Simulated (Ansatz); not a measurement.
MgO:
```yaml
crystal:
  lattice:
    - [0.00000, 2.08032, 2.08032]
    - [2.08032, 0.00000, 2.08032]
    - [2.08032, 2.08032, 0.00000]
  atoms:
    - { symbol: Mg, position: [0.00000, 0.00000, 0.00000] }
    - { symbol: O, position: [0.50000, 0.50000, 0.50000] }
```

Relaxed with LDA. Special points in fractions of this cell's reciprocal vectors: Γ (0.000, 0.000, 0.000); X (0.500, 0.000, 0.500); U (0.625, 0.250, 0.625); K (0.375, 0.375, 0.750); L (0.500, 0.500, 0.500); W (0.500, 0.250, 0.750).

**Question.** List the band energies nearest the valence-band maximum at these points for LDA in the plane-wave PAW code Ansatz.

**Answer.** In eV from the valence-band maximum; about four levels below and three above (degenerate sets whole), none deeper than 8.9 eV; … stands for higher levels left out; points with the same levels are listed once.

```tsv
k	below	above
Γ	0.00 0.00 0.00	5.03 …
X	-4.26 -1.41 -1.41	8.97 …
U	-3.66 -2.85 -1.21	10.07 …
L	-4.85 -0.70 -0.70	7.98 …
W	-3.10 -3.10 -1.87	…
```

Space group Fm-3m (rock salt). The LDA relaxation kept the symmetry of its start; phonons on a q-mesh show no instability.

Potentials: the earlier of the program's two PAW sets.
